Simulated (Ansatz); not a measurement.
Relaxed-ion elastic tensor of Si2Ni (fluorite or antifluorite type, Fm-3m) in GPa (Voigt order), r²SCAN in the plane-wave PAW code Ansatz; density 4.89 g/cm³, 13.01 Å³ per atom.

|  | 1 | 2 | 3 | 4 | 5 | 6 |
|---|---|---|---|---|---|---|
| 1 | 204 | 142 | 142 | 0.0 | 0.0 | 0.0 |
| 2 | 142 | 204 | 142 | 0.0 | 0.0 | 0.0 |
| 3 | 142 | 142 | 204 | 0.0 | 0.0 | 0.0 |
| 4 | 0.0 | 0.0 | 0.0 | 92.5 | 0.0 | 0.0 |
| 5 | 0.0 | 0.0 | 0.0 | 0.0 | 92.5 | 0.0 |
| 6 | 0.0 | 0.0 | 0.0 | 0.0 | 0.0 | 92.5 |

Is the crystal mechanically stable?

Yes: the smallest eigenvalue of C is 61.9 GPa.

Work out the Voigt, Reuss and Hill averages.

K_V = 162, K_R = 162, K_H = 162; G_V = 67.9, G_R = 51.5, G_H = 59.7 GPa.

Give Young's modulus, Poisson's ratio, Pugh's ratio and the universal anisotropy index.

E = 9KG/(3K + G) = 160 GPa; ν = 0.34; K/G = 2.72 (ductile by the Pugh limit of 1.75); A_U = 5G_V/G_R + K_V/K_R − 6 = 1.59.

Estimate the sound speeds and the Debye temperature.

v_l = √((K + 4G/3)/ρ) = 7040 m/s, v_t = √(G/ρ) = 3500 m/s, mean 3920 m/s; Θ = (h/k)(3n/4πV)^(1/3) v_m = 497 K.

Give the Zener ratio and Young's modulus along [100], [110] and [111].

A = 2C44/(C11 − C12) = 2.99; 1/E = S11 − 2(S11 − S12 − S44/2)Γ with Γ = 0, 1/4, 1/3 gives 87.4, 165, 233 GPa.

Solve the Christoffel equation for the three sound speeds along [100], [110], [111].

Eigenvalues of C_ijkl n_j n_l equal ρv². In km/s, slowest first: [100] 4.35, 4.35, 6.46; [110] 2.52, 4.35, 7.37; [111] 3.25, 3.25, 7.65.

The cell was relaxed with r²SCAN under the symmetry of its start; phonons on a q-mesh show no instability. The workflow began spin-polarised and lost its moments. As this level gives no gap, shear constants depend on the k-mesh and smearing (Fermi–Dirac, 0.1 eV here).

Potentials: the later of the program's two PAW sets.
